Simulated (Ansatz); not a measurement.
# TePS single point

input.yaml (Ansatz 0.2.0)

```yaml
crystal:
  lattice:
    - [0.0, 0.0, 5.234349]
    - [3.808612, 0.0, 0.0]
    - [1.904306, 6.580324, -2.617174]
  atoms:
    - { symbol: Te, position: [0.6232, 0.8768, 0.2464] }
    - { symbol: Te, position: [0.3768, 0.1232, 0.7536] }
    - { symbol: P, position: [0.235, 0.5, 0.0] }
    - { symbol: P, position: [0.765, 0.5, 0.0] }
    - { symbol: S, position: [0.212, 0.788, 0.424] }
    - { symbol: S, position: [0.788, 0.212, 0.576] }
  symmetry: { tolerance: 0.0003 }
kpoints:
  mp_grid: { grid: [5, 5, 5], shift: [0, 0, 0] }
  band_path:
    path:
      - [0.0, 0.0, 0.0]
      - [0.0, 0.0, -0.5]
      - [0.0, -0.45812557, -0.72906278]
      - [0.0, -0.54187443, -0.27093722]
      - [0.0, 0.0, 0.0]
      - [-0.5790935, 0.0, 0.28954675]
      - [-0.4209065, 0.0, -0.28954675]
      - [0.0, 0.0, -0.5]
      - [0.0, 0.0, 0.0]
      - [0.0, -0.5, -0.5]
      - [-0.5, -0.5, -0.25]
    npoints: 6
magnetization:
  noncollinear: true
  spin_orbit: true
scf:
  occupations: { method: fermi_dirac, width: 0.0204 }
  lower_state_search: "off"
  max_iter: 200
hamiltonian:
  pseudopotentials: { kind: paw_fr }
  xc: r2scan
basis:
  ecutwfc: 500
  fft_grid_basis: typed
output:
  forces: true
  stress: true
  eigenvalues: true
  bader: true
  populations: true
  elf: true
  write_potential: true
  volumetric_format: npy
  dos:
    e_range: [-12, 8]
    de: 0.05
    projected: { site_lists: { P: [P], S: [S], Te: [Te] } }
    method: { smearing: { sigma: 0.1, scheme: gaussian } }
checkpoint:
  read: saved_state
```

The run starts from an earlier solution of this cell. The state carries no moments; the state need not be the lowest.

Output (shortened):

```
Pseudopotentials: kind: paw_fr
Pseudopotential: Te, paw_fr, valence charge 16, recommended cutoff 500 eV (meta_gga), Te.paw.azcp#standard-fr
Pseudopotential: P, paw_fr, valence charge 5, recommended cutoff 500 eV (meta_gga), P.paw.azcp#standard-fr
Pseudopotential: S, paw_fr, valence charge 6, recommended cutoff 500 eV (meta_gga), S.paw.azcp#standard-fr
Functional definition: r2SCAN
  exchange = r2scan_x(k0 = k0, k1 = k1, a1 = a1)
  correlation = r2scan_c
Crystal: 6 atoms, lattice volume = 131.183 Å³
Basis set: ecut = 500 eV, 3345 PW (Γ), exchange–correlation on 160×120×216 points (64 copies of the dense FFT grid, shifted against one another)
Bands: 66, of which v1, the nominal top of the filled ones, is band 54 counted from 1 (53 counted from 0)
Symmetry: 8 space group operations + 8 with time reversal
Magnetic group: BNS 71.534 (UNI 632), of the structure as read, at distance tolerance 1.5e-3 Å
k-points: 27 of 125
Initial density: read from a saved state, or passed on in memory by an earlier SCF of this step, an earlier step, the calling program or the single point that the run made first
Functional: x = r2scan, c = r2scan; τ floored in thin density (d = 2e-4 eV/Å³)
Magnetization: |M| = 0.0000 μB,  M = (+0.0000, +0.0000, +0.0000) μB
Absolute magnetization: 0.0000 μB (∫|m|)
  site 0: m = (+0.0000, +0.0000, +0.0000) μB, |m| = 0.0000 μB  (R = 1.18 Å)
  site 1: m = (+0.0000, +0.0000, +0.0000) μB, |m| = 0.0000 μB  (R = 1.18 Å)
  site 2: m = (+0.0000, +0.0000, +0.0000) μB, |m| = 0.0000 μB  (R = 1.01 Å)
  site 3: m = (+0.0000, +0.0000, +0.0000) μB, |m| = 0.0000 μB  (R = 1.01 Å)
  site 4: m = (+0.0000, +0.0000, +0.0000) μB, |m| = 0.0000 μB  (R = 1.18 Å)
  site 5: m = (+0.0000, +0.0000, +0.0000) μB, |m| = 0.0000 μB  (R = 1.18 Å)
Free energy (F): -17292.0215 eV
Harris-Foulkes:  -17292.0215 eV  (|F-HF|=1.16e-9)
Internal energy: -17292.0183 eV  (E = F + TS)
E sigma→0 (E₀):  -17292.0199 eV
Entropy (-TS):   -0.0032 eV (-0.531 meV/atom)
Fermi energy:    8.8328 eV
--- Per-component energies (eV) ---
  E_band       = -518.3850
  E_kinetic    = 704.9564
  E_local      = -3009.8903  (includes V_loc(G=0)·N_el)
  E_nonlocal   = -497.5041
  E_hartree    = 1798.9605
  E_xc         = -525.8380
  E_vxc        = -536.9829  (∫ρ·V_xc dr)
  E_paw        = -11718.0960  (= ΣΔE_a)
  E_vpaw       = -805.5691  (= ΣTr[D̂ρ^β])
  E_aug_tail   =  0.0000  (compensation charges beyond the density's cutoff)
  E_vtau       = 28.6858  (kinetic-family band-sum trace: ∫τ·v_τ [+ j·A + Jᵃ·Aᵃ] dr)
  E_ewald      = -4044.8015
  E_core_change = 0.1950  (= ΣΔE_core)
  E_smearing   = -0.0032  (= −TS)
--- Forces (eV/Å), atoms counted from 1 ---
  atom   1  Te     0.0000     1.9051     0.0000
  atom   2  Te     0.0000    -1.9051     0.0000
  atom   3  P      0.0000     0.0000    -1.3811
  atom   4  P      0.0000     0.0000     1.3811
  atom   5  S      0.0000     0.7480     0.0000
  atom   6  S      0.0000    -0.7480     0.0000
--- Stress (GPa, compression-positive) ---
       -0.9222       0.0000       0.0000
        0.0000      -2.0062       0.0000
        0.0000       0.0000      -3.6213
  P = ⅓ Tr σ = -2.1832 GPa (-21.832 kbar)
--- Löwdin populations: 6 sites ---
  site symbol       q [e]
     0     Te     15.1462
     1     Te     15.1462
     2      P      5.2219
     3      P      5.2219
     4      S      6.4242
     5      S      6.4242
  spilling = 0.0077 (of n_electrons = 54.0000)
```

Origin: a known structure type with other elements, at an estimated volume, so it need not be a known compound. Caveats: the k mesh is coarse if the cell is a metal; atoms or cell far from equilibrium.
